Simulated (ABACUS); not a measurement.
## Checks by hand on Au (Fm-3m, 1 atom in the cell; from Materials Project mp-81)

```
Au
1.0
    0.00000     2.08564     2.08564
    2.08564     0.00000     2.08564
    2.08564     2.08564     0.00000
Au
1
Direct
  0.00000   0.00000   0.00000
```

Computed with PBE, numerical atomic orbitals TZDP (confined pseudo-atomic orbitals with Gaussian additions; energy shift 0.01 Ry), PseudoDojo 0.5 standard norm-conserving PBE (tails mended) pseudopotentials (ABACUS).

Main settings: basis = TZDP numerical atomic orbitals, energy shift 0.01 Ry; KPT = Gamma 18 18 18 0 0 0; basis_type = lcao; dft_functional = PBE; ecutwfc = 100 Ry; smearing_method = fd; smearing_sigma = 0.00734986 Ry; potentials = PseudoDojo 0.5 standard norm-conserving PBE (tails mended).

The atom-centred basis is finite, which shifts total energies and pressures against plane waves. The structure comes from a collection of computed structures, made at another level of theory; the collection holds predicted forms beside known ones.

With Fermi-Dirac occupations of width kT = 0.1000 eV the run gave E = -4032.6046 eV and F = E − TS = -4032.6135 eV for the cell.

Question: Extrapolate the energy to zero width, and estimate the density of states at the Fermi level.

Answer: TS = E − F = 0.0089 eV. To second order in the width E rises and F falls by the same amount, so E(0) ≈ (E + F)/2 = -4032.6091 eV. The Sommerfeld expansion gives TS = (π²/3) g (kT)², so g ≈ 3 × 0.0089/(π² × 0.1000²) = 0.27 states/eV for the cell, 0.27 an atom (both spins). This g is a mean over a few kT around the Fermi level on this mesh. It implies a bare coefficient γ = (π²/3) k_B² g = 2.357 × 0.27 = 0.6 mJ/(mol K²) for a mole of atoms, without any enhancement by phonons or spin fluctuations.

The atomic orbitals were generated for these runs; they are not ABACUS's published sets and were checked against plane waves on a few crystals only.

“Tails mended”: in these copies of the files the far tail of each local potential was reset to the Coulomb form.
